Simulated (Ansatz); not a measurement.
**Structure relaxation, GaNi**

The start is a generated cell, GaNi placed in the AFLOW prototype AB_oI4_44_a_b (as in GaAs). Cell shape, volume and atoms are optimised at zero target pressure with PBE (plane waves to 420 eV, PAW, scalar-relativistic; Ansatz, an electronic-structure program). The first steps use a coarse 15×15×15 k-mesh.

Initial structure:
```
CELL_PARAMETERS angstrom
     -2.18109     2.24029     1.19983
      2.18109    -2.24029     1.19983
      2.18109     2.24029    -1.19983
ATOMIC_POSITIONS crystal
  Ni 0.00000 0.00000 0.00000
  Ga 0.57500 0.07500 0.50000
```
Spin-polarised start, with parallel moments on Ni.

Problem. What pressure does the first self-consistent step give?

Solution. +29.3 GPa (positive: the cell is compressed).

Problem. By how much does the energy per atom fall from start to end?

Solution. 0.28 eV/atom.

Problem. How does the volume per atom move from start to end?

Solution. +18.2 %, from 11.73 to 13.86 Å³/atom.

Problem. How do the shortest distances between atoms change?

Solution. The closest pairs of elements (up to four, under 3.6 Å), start → end: Ga–Ni 2.25 → 2.45 Å; Ni–Ni 2.40 → 2.67 Å; Ga–Ga 2.40 → 2.67 Å.

Problem. What magnetic moments remain?

Solution. Zero (the starting moments vanished).

Problem. What does it relax into? Give the structure.

Solution. 
Space group Immm (No. 71); a = 2.673 Å, b = 4.117 Å, c = 5.036 Å, α = β = γ = 90.00°

```csv
atom,site,symmetry,x,y,z
Ni,2a,mmm,0.0000,0.0000,0.0000
Ga,2c,mmm,0.0000,0.0000,0.5000
```
(The calculation used a cell of 2 atoms; values per cell refer to that cell.)

Final values are on a 19×19×19 k-mesh of the relaxed cell. No spin polarisation in the result: the starting moments vanished. A magnetic state may lie lower.

The run could not lose the symmetry of its start: the end is stationary, and may be a saddle point rather than a minimum.

The relaxed structure here is a generated cell of GaNi: the first start was made by placing the elements on the sites of a structure type, and the end was not matched to a known phase here, so it may be hypothetical.
